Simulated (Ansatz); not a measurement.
## Calculation log, Rh (Fm-3m) (elastic constants by finite strains)

Level of theory: LDA, all-electron LAPW in Ansatz 0.2.0, scalar-relativistic.

The cell comes from a PAW relaxation under the same functional.

Launched as:

```sh
ansatz run input.yaml --threads 1 --pin off --max-ram 2560MiB --backend cpu --events-out ev --progress --plain --runs-dir out
```

Input:

```yaml
crystal:
  lattice:
    - [0.0, 1.87731105816, 1.87731105816]
    - [1.87731105816, 0.0, 1.87731105816]
    - [1.87731105816, 1.87731105816, 0.0]
  atoms:
    - { symbol: Rh, position: [0.0, 0.0, 0.0] }
kpoints:
  mp_grid: { grid: [24, 24, 24] }
scf:
  occupations: { method: fermi_dirac, width: 0.08 }
hamiltonian:
  xc: lda
  pseudopotentials: { kind: all_electron, lapw: { basis_error: 0.001 } }
elastic:
  mode: relaxed_ion
  stencil: four_point
  amplitude: 0.005
```

The program printed:

```
Warning: RAYON_NUM_THREADS=1 ignored (pool sized by the plan → 1); use --threads N
LAPW: plane waves up to 8.929 Å⁻¹, error target 1.0e-3 eV per atom; small_component_spin mean_spin; Rh in spheres of 1.288 Å, 27 of its electrons in bands, Dirac shells [] (how accurate: ...
Engine: ansatz 0.2.0, aarch64-unknown-linux-gnu
Pseudopotentials: kind: all_electron
Pseudopotential: Rh, LAPW, valence charge 27, lapw/all_electron/scalar/gaussian/Rh, Koelling and Harmon's equation, gaussian nucleus
Functional definition: SPW92
  exchange = slater_x
  correlation = pw_c
Crystal: 1 atoms, lattice volume = 13.232 Å³
Basis set: ecut = 303.7566803198822 eV, 169 PW (Γ), exchange–correlation at level 2
Bands: 18, of which v1, the nominal top of the filled ones, is band 14 counted from 1 (13 counted from 0)
Symmetry: 48 space group operations
Space group: Fm-3m (ITA 225), of the structure as read, at distance tolerance 2.4e-5 Å
k-points: 413 of 13824
Non-local potential: Rh, projectors of the file, none
Initial density: superposition of atomic densities (chi_scale 0.1, normalization cell)
Initial wavefunctions: plane waves of lowest kinetic energy (no species holds an atomic orbital)
Functional: x = slater, c = lda
iter 1 solved again at ethr=5.69e-4 eV; its pass at ethr=1.00e-1 eV (dr2=1.54e-1 eV) is discarded
SCF iter   1: F=—  HF=-130063.746471 eV  |F-HF|=—  |Δ(HF+E_count)|=         —  Δρ=4.73e-2  dr2=1.54e-1  ethr=5.69e-4  ⟨swp⟩=2.8  Hψ=48072  notcnv=0
preconditioner: auto → none  [metal: Δε(μ)=0.005 eV  Ē_g=14.160 eV  σ=0.080 eV  W_gap=0.02  n_scr=8 (ndim 8)  ℏωp=30.6 eV  f_vac=0.000  D(μ)=1.00/eV (n_scr^D=14)  sad-step TF]
iter 2 solved again at ethr=1.87e-5 eV; its pass at ethr=5.69e-4 eV (dr2=5.04e-3 eV) is discarded
SCF iter   2: F=—  HF=-130063.252923 eV  |F-HF|=—  |Δ(HF+E_count)|=   4.94e-1  Δρ=6.81e-3  dr2=5.04e-3  ethr=1.87e-5  ⟨swp⟩=2.0  Hψ=37266  notcnv=0
SCF iter   3: F=—  HF=-130063.213873 eV  |F-HF|=—  |Δ(HF+E_count)|=         —  Δρ=7.37e-3  dr2=4.72e-3  ethr=1.87e-5  ⟨swp⟩=2.0  Hψ=20735  notcnv=0
the basis was enlarged: its passes take 434.0 KiB over the memory plan, 1 of 1 planned eigensolver slots
SCF iter   4: F=—  HF=-130063.211054 eV  |F-HF|=—  |Δ(HF+E_count)|=   2.82e-3  Δρ=9.15e-4  dr2=7.91e-5  ethr=1.75e-5  ⟨swp⟩=2.0  Hψ=20693  notcnv=0
SCF iter   5: F=—  HF=-130063.211028 eV  |F-HF|=—  |Δ(HF+E_count)|=   2.63e-5  Δρ=7.66e-5  dr2=5.06e-7  ethr=2.93e-7  ⟨swp⟩=2.0  Hψ=20726  notcnv=0
SCF iter   6: F=—  HF=-130063.211028 eV  |F-HF|=—  |Δ(HF+E_count)|=   1.20e-7  Δρ=1.85e-6  dr2=1.87e-10  ethr=1.87e-9  ⟨swp⟩=2.2  Hψ=20801  notcnv=0
SCF iter   7: F=—  HF=-130063.211028 eV  |F-HF|=—  |Δ(HF+E_count)|=   2.34e-9  Δρ=3.68e-7  dr2=3.92e-12  ethr=3.56e-12 (applied; sched 1.00e-12)  ⟨swp⟩=3.0  Hψ=22289  notcnv=0
SCF iter   8: F=—  HF=-130063.211028 eV  |F-HF|=—  |Δ(HF+E_count)|=  2.91e-11  Δρ=2.12e-8  dr2=1.85e-14  ethr=3.08e-12 (applied; sched 1.00e-12)  ⟨swp⟩=2.0  Hψ=20726  notcnv=0
SCF iter   9: F=-130063.211028 eV  HF=-130063.211028 eV  |F-HF|=1.46e-11  |Δ(HF+E_count)|=  5.82e-11  Δρ=8.93e-10  dr2=5.87e-17  ethr=3.08e-12 (applied; sched 1.00e-12)  ⟨swp⟩=2.0  Hψ=20726  notcnv=0
[... 103 lines left out ...]
SCF iter   7: F=-130063.210108 eV  HF=-130063.210108 eV  |F-HF|=5.82e-11  |Δ(HF+E_count)|=  8.73e-11  Δρ=2.60e-8  dr2=2.00e-14  ethr=3.08e-12 (applied; sched 1.00e-12)  ⟨swp⟩=2.0  Hψ=98456  notcnv=0
SCF 9 converged in 7 iterations: F = -130063.210108 eV  dr2 = 2.00e-14
SCF converged after 9 iterations
Free energy (F): -130063.211028 eV
Harris-Foulkes:  -130063.211028 eV  (|F-HF|=1.46e-11)
Internal energy: -130063.185664 eV  (E = F + TS)
E sigma→0 (E₀):  -130063.198346 eV
Entropy (-TS):   -0.025364 eV (-25.364 meV/atom)
Fermi energy:    25.464726 eV
--- Per-component energies (eV) ---
  E_band       = -2751.616979
  E_kinetic    = 135453.008093
  E_xc         = -3655.185105
  E_electrostatic = -261861.008653  (all electrons and nuclei)
  E_smearing   = -0.025364  (= −TS)
  E_closure    = 0.000000  (closes the sum)
  Σ components = -130063.211028   (vs F -130063.211028, Δ=0.00e0)
  Basis errors (estimates in eV, not in F): energy 2.4e-4 per atom: plane waves 2.0e-4 (1.1e-4 summed), levels above the bands 1.2e-107, relativity 7.1e-9, radial functions 3.3e-5, core shells 1.1e-6; eigenvalues (radial ...
--- Forces (eV/Å), atoms counted from 1 ---
  atom   1  Rh    -0.00000000     0.00000000     0.00000000
  max |Σ_I F_I| component: 1.73e-31 eV/Å
--- Stress (GPa, compression-positive) ---
       -0.005912      -0.000000       0.000000
       -0.000000      -0.005912      -0.000000
        0.000000      -0.000000      -0.005912
  P = ⅓ Tr σ = -0.0059 GPa (-0.059 kbar)
--- Elastic constants: 2 strain directions × 4 members + reference (group order 48) ---
  dense FFT box of the reference and of every strained cell: 16×16×16
  strains applied: 11, 23; error gains: componentwise 1.00 (the most a stress slope's error grows in a printed constant), spectral 1.73 (1 for all six strains in a standard setting)
  C = ∂σ_k/∂η_j (tension-positive GPa; Voigt order 11 22 33 23 13 12):
       501.276    224.465    224.465     -0.000     -0.000     -0.000
       224.465    501.276    224.465     -0.000     -0.000      0.000
       224.465    224.465    501.276      0.000      0.000     -0.000
        -0.000      0.000      0.000    222.916     -0.000     -0.000
        -0.000      0.000     -0.000      0.000    222.916     -0.000
        -0.000      0.000      0.000      0.000     -0.000    222.916
  reference stress σ⁰ (GPa):      0.006      0.006      0.006      0.000     -0.000      0.000
  no Pulay correction (none for the plane-wave cutoff is built on LAPW): the batch's stresses and constants are at fixed plane waves
  C* (energy form; C + prestress term) asymmetry max|C*_kj − C*_jk| = 1.421e-13 GPa — a small one proves nothing (zero by symmetry where the batch's group is 432, −43m or m−3m); a large one is finite-difference/SCF noise where ...
  moduli (Voigt/Reuss/Hill, GPa): K = 316.74/316.74/316.74   G = 189.11/179.16/184.14   E = 462.73   ν = 0.257
  mechanically stable: yes (min eigenvalue of sym C = 222.92 GPa)
  where every solve meets its electron count the energy-path curvature estimates C_jj along a normal strain and C_jj − ¼(σ⁰_aa + σ⁰_bb) along a shear (ab), closely only under elastic.basis: deformed
  strain η (Voigt 11):  stress-route row diagonal C_11 = 501.28 GPa, energy-path curvature d²(F+E_count)/dδ²/Ω₀ = 501.28 GPa
    cells at ±δ against ±2δ: C31 224.52 and 224.70 GPa, apart by 0.04 % of the column's largest entry
         δ    σ_11 (GPa)             F (eV)   n_scf  n_hpsi   n_pw
    -1.000e-2      -5.1709     -130063.2089178       7  533845    169   relax 0 steps, max|allowed force component| 0.00e0 eV/Å
    -5.000e-3      -2.5413     -130063.2105074       7  540828    169   relax 0 steps, max|allowed force component| 0.00e0 eV/Å
     5.000e-3       2.4719     -130063.2105138       7  541277    169   relax 0 steps, max|allowed force component| 0.00e0 eV/Å
     1.000e-2       4.8582     -130063.2089976       8  586626    169   relax 0 steps, max|allowed force component| 0.00e0 eV/Å
  strain η (Voigt 23):  stress-route row diagonal C_44 = 222.92 GPa, energy-path curvature d²(F+E_count)/dδ²/Ω₀ = 222.91 GPa
    cells at ±δ against ±2δ: C44 222.90 and 222.87 GPa, apart by 0.02 % of the column's largest entry
         δ    σ_23 (GPa)             F (eV)   n_scf  n_hpsi   n_pw
    -1.000e-2      -2.2287     -130063.2101076       7  977256    169   relax 0 steps, max|allowed force component| 0.00e0 eV/Å
    -5.000e-3      -1.1145     -130063.2107980       7  989148    169   relax 0 steps, max|allowed force component| 0.00e0 eV/Å
     5.000e-3       1.1145     -130063.2107980       7  988974    169   relax 0 steps, max|allowed force component| 0.00e0 eV/Å
     1.000e-2       2.2287     -130063.2101076       7  977294    169   relax 0 steps, max|allowed force component| 0.00e0 eV/Å
```

Self-consistency was reached.

**Elastic moduli**

Elastic constants of a crystal by Kohn-Sham DFT: slopes of the stress over finite engineering strains of the given cell, Voigt indices, Cartesian axes as in the input; Hill averages of a grain aggregate, Debye temperature from the mean sound speed over directions.

| Property | Result |
| --- | --- |
| Bulk modulus | 316.7 GPa |
| Shear modulus | 184.1 GPa |
| Young modulus | 462.7 GPa |
| Poisson ratio | 0.2565 |
| Bulk over shear modulus | 1.72 |
| Elastic anisotropy index | 0.2778 |
| Least young modulus | 362.4 GPa |
| Largest young modulus | 541.7 GPa |
| Longitudinal sound speed | 6598 m/s |
| Transverse sound speed | 3776 m/s |
| Elastic debye temperature | 525.8 K |
| Linear compressibility (x, y, z) | 1.052, 1.052, 1.052 1/TPa |
| Zener ratio | 1.611 |
| Cauchy pressure | 1.55 GPa |

Elastic constants:

```json
{
  "Pressure at rest": "-0.006 GPa",
  "Least elastic eigenvalue": "222.9 GPa",
  "Elastically stable": "yes"
}
```

| index | elastic (GPa) |
| --- | --- |
| 11 | 501.3 |
| 12 | 224.5 |
| 44 | 222.9 |

### Strained cells

Stress of each strained cell less that at rest, tension positive.

| strain component | strain | stress xx (GPa) | stress yy (GPa) | stress zz (GPa) | stress yz (GPa) | stress xz (GPa) | stress xy (GPa) | relaxation steps |
| --- | --- | --- | --- | --- | --- | --- | --- | --- |
| xx | -0.01 | -5.177 | -2.337 | -2.337 | 0 | 0 | 0 | 0 |
| xx | -0.005 | -2.547 | -1.145 | -1.145 | 0 | 0 | 0 | 0 |
| xx | 0.005 | 2.466 | 1.1 | 1.1 | 0 | 0 | 0 | 0 |
| xx | 0.01 | 4.852 | 2.158 | 2.158 | 0 | 0 | 0 | 0 |
| yz | -0.01 | 0.0003 | -0.0608 | -0.0608 | -2.229 | 0 | 0 | 0 |
| yz | -0.005 | 0.0001 | -0.0152 | -0.0152 | -1.115 | 0 | 0 | 0 |
| yz | 0.005 | 0.0001 | -0.0152 | -0.0152 | 1.115 | 0 | 0 | 0 |
| yz | 0.01 | 0.0003 | -0.0608 | -0.0608 | 2.229 | 0 | 0 | 0 |

Limits of these numbers: responses of metals move with mesh and smearing.

Cost: 13 min on 1 thread of Arm Neoverse V2, with other jobs on the host, peak memory 1.9 GiB.
